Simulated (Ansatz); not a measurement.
## Migration of Ni in Si

The calculation used Ansatz, DFT PBE, scalar-relativistic, plane waves, PAW. Settings: 420 eV cutoff, 2×2×2 k-mesh, Gaussian smearing of 0.02 eV, no spin polarisation.

In a supercell of 54 host sites, interstitial Ni hops to an equivalent place, moving 0.84 Å between the relaxed ends. Climbing-image nudged elastic band at fixed cell with images 0 (start) to 6 (end), the path measured over all atoms, converged to 0.05 eV/Å; the order of the saddle wasn't checked, and the small cell leaves errors of about a tenth of an eV.

Start:

```
CELL_PARAMETERS angstrom
8.20514 0.00000 8.20514
8.20514 8.20514 0.00000
0.00000 8.20514 8.20514
ATOMIC_POSITIONS crystal
Si 0.24932 0.24932 0.25238
Si 0.25071 0.58270 0.25042
Si 0.25071 0.91653 0.25041
Si 0.58271 0.25071 0.25041
Si 0.58349 0.58346 0.24993
Si 0.58273 0.91655 0.25036
Si 0.91655 0.25069 0.25039
Si 0.91656 0.58272 0.25036
Si 0.91898 0.91901 0.24334
Si 0.25025 0.25023 0.58376
Si 0.25020 0.58305 0.58405
Si 0.25027 0.91610 0.58373
Si 0.58308 0.25020 0.58403
Si 0.58307 0.58304 0.58401
Si 0.58521 0.91792 0.57929
Si 0.91611 0.25025 0.58374
Si 0.91793 0.58522 0.57928
Si 0.91793 0.91792 0.57928
Si 0.24924 0.24922 0.91894
Si 0.24924 0.58293 0.91895
Si 0.25752 0.91276 0.91728
Si 0.58295 0.24922 0.91896
Si 0.58354 0.58359 0.91572
Si 0.58353 0.91749 0.91571
Si 0.91273 0.25759 0.91725
Si 0.91750 0.58354 0.91571
Si 0.91276 0.91278 0.91719
Si 0.16637 0.16634 0.16839
Si 0.16639 0.49925 0.16840
Si 0.16956 0.83219 0.16640
Si 0.49924 0.16637 0.16841
Si 0.50058 0.50057 0.16588
Si 0.50058 0.83332 0.16588
Si 0.83220 0.16957 0.16637
Si 0.83335 0.50056 0.16587
Si 0.83222 0.83222 0.16631
Si 0.16599 0.16598 0.50239
Si 0.16772 0.49980 0.49985
Si 0.16772 0.83298 0.49984
Si 0.49983 0.16771 0.49984
Si 0.50009 0.50008 0.50007
Si 0.49986 0.83298 0.49980
Si 0.83300 0.16771 0.49982
Si 0.83300 0.49984 0.49980
Si 0.83529 0.83530 0.49444
Si 0.16797 0.16794 0.83252
Si 0.16732 0.49944 0.83416
Si 0.16801 0.83190 0.83249
Si 0.49947 0.16731 0.83414
Si 0.49947 0.49944 0.83413
Si 0.50480 0.83338 0.82874
Si 0.83191 0.16798 0.83250
Si 0.83334 0.50488 0.82873
Si 0.83333 0.83335 0.82874
Ni 0.02703 0.02705 0.91920
```

Atom 55 jumps to (0.926, -0.926, -0.924) Å.

Problem. Give the energy along the band and the structure at its top.

Solution.
| image | path (Å) | E − E(0) (eV) | Ni x (Å) | Ni y (Å) | Ni z (Å) | force on Ni (eV/Å) |
| --- | --- | --- | --- | --- | --- | --- |
| 0 | 0.00 | 0.000 | 0.444 | -0.441 | -0.441 | 0.00 |
| 1 | 0.14 | 0.005 | 0.523 | -0.521 | -0.521 | 0.06 |
| 2 | 0.29 | 0.016 | 0.604 | -0.602 | -0.601 | 0.06 |
| 3 | 0.43 | 0.021 | 0.685 | -0.684 | -0.682 | 0.00 |
| 4 | 0.58 | 0.016 | 0.766 | -0.765 | -0.763 | 0.06 |
| 5 | 0.72 | 0.005 | 0.847 | -0.846 | -0.844 | 0.06 |
| 6 | 0.87 | 0.000 | 0.926 | -0.926 | -0.924 | 0.00 |

Barrier 0.02 eV. Image 3:
```
CELL_PARAMETERS angstrom
8.20514 0.00000 8.20514
8.20514 8.20514 0.00000
0.00000 8.20514 8.20514
ATOMIC_POSITIONS crystal
Si 0.24876 0.24859 0.25423
Si 0.25085 0.58307 0.25036
Si 0.25085 0.91590 0.25036
Si 0.58324 0.25067 0.25036
Si 0.58354 0.58336 0.24991
Si 0.58324 0.91590 0.25036
Si 0.91608 0.25067 0.25036
Si 0.91608 0.58307 0.25036
Si 0.91839 0.91822 0.24535
Si 0.25111 0.25094 0.58321
Si 0.25029 0.58280 0.58427
Si 0.25111 0.91492 0.58321
Si 0.58298 0.25012 0.58428
Si 0.58298 0.58280 0.58428
Si 0.58490 0.91759 0.58009
Si 0.91509 0.25094 0.58321
Si 0.91776 0.58473 0.58009
Si 0.91776 0.91759 0.58009
Si 0.24971 0.24954 0.92063
Si 0.24971 0.58029 0.92063
Si 0.25561 0.91329 0.91799
Si 0.58047 0.24954 0.92063
Si 0.58400 0.58382 0.91556
Si 0.58400 0.91679 0.91556
Si 0.91346 0.25544 0.91799
Si 0.91696 0.58383 0.91556
Si 0.91346 0.91329 0.91799
Si 0.16592 0.16574 0.16991
Si 0.16592 0.49860 0.16991
Si 0.16859 0.83240 0.16679
Si 0.49878 0.16574 0.16991
Si 0.50070 0.50053 0.16573
Si 0.50070 0.83322 0.16572
Si 0.83257 0.16842 0.16679
Si 0.83339 0.50053 0.16572
Si 0.83257 0.83240 0.16678
Si 0.16529 0.16512 0.50465
Si 0.16760 0.50027 0.49964
Si 0.16760 0.83266 0.49964
Si 0.50044 0.16743 0.49964
Si 0.50014 0.49997 0.50009
Si 0.50044 0.83266 0.49964
Si 0.83283 0.16743 0.49964
Si 0.83283 0.50027 0.49964
Si 0.83492 0.83474 0.49577
Si 0.17022 0.17004 0.83201
Si 0.16672 0.49951 0.83444
Si 0.17022 0.82789 0.83201
Si 0.49968 0.16654 0.83444
Si 0.49968 0.49951 0.83444
Si 0.50322 0.83380 0.82937
Si 0.82807 0.17005 0.83201
Si 0.83397 0.50304 0.82937
Si 0.83397 0.83380 0.82937
Ni 0.04184 0.04167 0.87500
```

Cost: 1 run of about 20 core-minutes, on Intel Xeon Platinum 8375C (Ice Lake) (shared hosts).